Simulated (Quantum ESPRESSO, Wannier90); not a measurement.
## MgTe (wurtzite): Wannier90 run

```
MgTe
1.0
    4.59020     0.00000     0.00000
   -2.29510     3.97523     0.00000
    0.00000     0.00000     7.43781
Mg Te
2 2
Cartesian
  2.29510  -1.32508  -0.02983
 -2.29510   1.32508   3.68908
  2.29510  -1.32508   2.78182
 -2.29510   1.32508  -0.93709
```

Structure: Materials Project mp-1039, symmetrised, not relaxed again. COD (Crystallography Open Database) has an entry of this formula and space group (matched by these alone). Level: PBEsol, no spin polarisation, no spin-orbit coupling; pw.x of Quantum ESPRESSO at 68 Ry with PseudoDojo potentials, 4×4×4 k-points, Wannier90. Density: 12×12×4 mesh, cold smearing 0.01 Ry. Spin-orbit coupling is left out although heavy elements are present.

Functional, cutoff and mesh named above are those of the base row (4×4×4); the first column says what each row takes instead. Model: 16 functions from bands 19-44, start hydrogen-like Mg: s;p; Te: s;p, frozen window tied to the conduction edge or Fermi level of each row, as listed, which moves Ω_I and hoppings a little by itself. Energies are relative to the valence-band maximum; the misfit is to pw.x on a path, for states up to 3.3 eV relative to the valence-band maximum. Only the mesh of Bloch states changes. The disentangled Ω_I can sit in another minimum from row to row.

```csv
mesh,frozen to (eV),Ω_I (Å²),rms misfit (meV),k-points (cost),rough cost of nscf and overlaps (first row = 1)
2×2×2,3.79,22.20,124,8,1.0
3×3×3,3.79,?,91,27,2.5
4×4×4,3.79,30.52,25,64,7
5×5×5,3.79,32.37,8.2,125,20
```

Task: Complete the blanks.

Result: 
- 3×3×3, Ω_I (Å²): 28.05
